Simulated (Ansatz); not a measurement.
A geometry of MgS away from equilibrium: the start of the relaxation of a generated cell, MgS placed in the AFLOW prototype AB_oP8_62_c_c (B16, as in GeS). Computed with r2SCAN (plane waves to 500 eV, PAW, scalar-relativistic; Ansatz, an electronic-structure program). Γ-centred k-mesh 3×9×8 on the run's cell, Fermi–Dirac smearing 0.05 eV.

```xyz
8
Lattice="10.6495 0.0000 0.0000 0.0000 3.7202 0.0000 0.0000 0.0000 4.3845" Properties=species:S:1:pos:R:3:forces:R:3 pbc="T T T" free_energy=-11338.724 pressure_GPa=-8.5
Mg     3.9936     0.9300     1.4600   -0.4198    0.0000   -0.6753
Mg     9.3183     0.9300     0.7322   -0.4198    0.0000    0.6753
Mg     6.6560     2.7901     2.9245    0.4198    0.0000    0.6753
Mg     1.3312     2.7901     3.6523    0.4198    0.0000   -0.6753
S      1.4803     0.9300     1.7056   -0.5177    0.0000   -0.4978
S      6.8050     0.9300     0.4867   -0.5177    0.0000    0.4978
S      9.1692     2.7901     2.6789    0.5177    0.0000    0.4978
S      3.8445     2.7901     3.8978    0.5177    0.0000   -0.4978
```

Positions in Å, forces in eV/Å, free energy of the cell in eV (comparable only within this code, potentials and settings). Largest force: 0.80 eV/Å, on Mg1, Mg2, Mg3, Mg4 (atoms numbered as listed); the geometry lies 0.45 eV/atom above the end of its relaxation.

No spin polarisation in the result.

The run could not lose the symmetry of its start; a randomly shaken copy of 4 atoms returns to this structure.
